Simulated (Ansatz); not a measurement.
TlBr:
```
CELL_PARAMETERS angstrom
      5.74349     0.00000     0.00000
      0.00000     5.74349     0.00000
      0.00000     0.00000     4.12084
ATOMIC_POSITIONS crystal
  Tl 0.50000 0.00000 0.42254
  Tl 0.00000 0.50000 0.57746
  Br 0.00000 0.00000 0.00000
  Br 0.50000 0.50000 0.00000
```

Relaxed with PBE. Special points in fractions of this cell's reciprocal vectors: Γ (0.000, 0.000, 0.000); X (0.000, 0.500, 0.000); M (0.500, 0.500, 0.000); Z (0.000, 0.000, 0.500); R (0.000, 0.500, 0.500); A (0.500, 0.500, 0.500).

Q: List the band energies nearest the valence-band maximum at these points for DFT-PBE in the program Ansatz with PAW potentials.

A: In eV from the valence-band maximum; about four levels below and three above (degenerate sets whole), none deeper than 8.9 eV; points with the same levels are listed once.

```
k                    below                above
-  -----------------------  -------------------
Γ  -1.05 -1.05 -0.97 -0.55       4.92 4.92 5.99
X  -0.77 -0.77 -0.27 -0.27  3.72 3.72 5.42 5.42
M    -0.61 -0.61 0.00 0.00  2.12 2.12 5.76 5.76
Z  -1.56 -0.68 -0.68 -0.05  2.14 2.44 2.56 2.56
R  -1.25 -1.25 -1.03 -1.03  3.68 3.68 3.80 3.80
A  -2.22 -2.22 -0.54 -0.54  4.79 4.79 4.87 4.87
```

Space group P4/nmm. The cell is a constructed one: a structure type filled with these elements; neither database checked (COD, Materials Project) lists it. COD files the formula under space group No. 221, so this cell is another polymorph or a model. Whether it is the stable phase at ambient conditions was not checked. The cell was relaxed with PBE under the symmetry of its start; its stability against distortions is not shown here. A crystal of weakly bound layers computed without a dispersion correction: the cell and the soft elastic constants depend strongly on that. Spin–orbit coupling is left out wherever it is not named.

Potentials: the later of the program's two PAW sets.
